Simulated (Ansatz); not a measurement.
Values for one crystal, relaxed and computed with LDA in the plane-wave PAW code Ansatz; other levels are named.

```yaml
volume_per_atom: 20.41 Å³
band_gap: 1.82 eV (indirect)
smallest_direct_gap_on_the_standard_path: 2.21 eV
Formation energy from the elements (no fitted shifts): -435 meV/atom
Gap with spin–orbit coupling: 1.82 eV
Electron effective mass with spin–orbit coupling: 0.20, 0.20, 1.1 mₑ (principal values)
HSE06 gap on the LDA cell: 3.16 eV
```

Which compound is it?
A. Ag2S, Cmcm (Ag on 4b, Ag on 4c, S on 4c)
B. Mg4Te3S, Pmm2 (Pearson symbol oP8)
C. CdPS3, R-3 (Cd on 6c, P on 6c, S on 18f)
D. Si2H2O3, R-3 (Pearson symbol hR28)

C, CdPS3, R-3 (Cd on 6c, P on 6c, S on 18f)

The workflow started from an entry of the Crystallography Open Database (COD); the relaxed space group is not among those it files for this formula. COD files the formula under space group No. 146. Its standing as an ambient phase is unchecked. The LDA relaxation kept the symmetry of its start; whether a distortion lowers the energy is not shown. A crystal of weakly bound layers computed without a dispersion correction: the cell and the soft elastic constants depend strongly on that. The references are the lowest solids computed at this level, not always the standard phases. Scalar-relativistic: spin–orbit coupling is off unless named, which matters more the heavier the elements.

Potentials: the later of the program's two PAW sets.
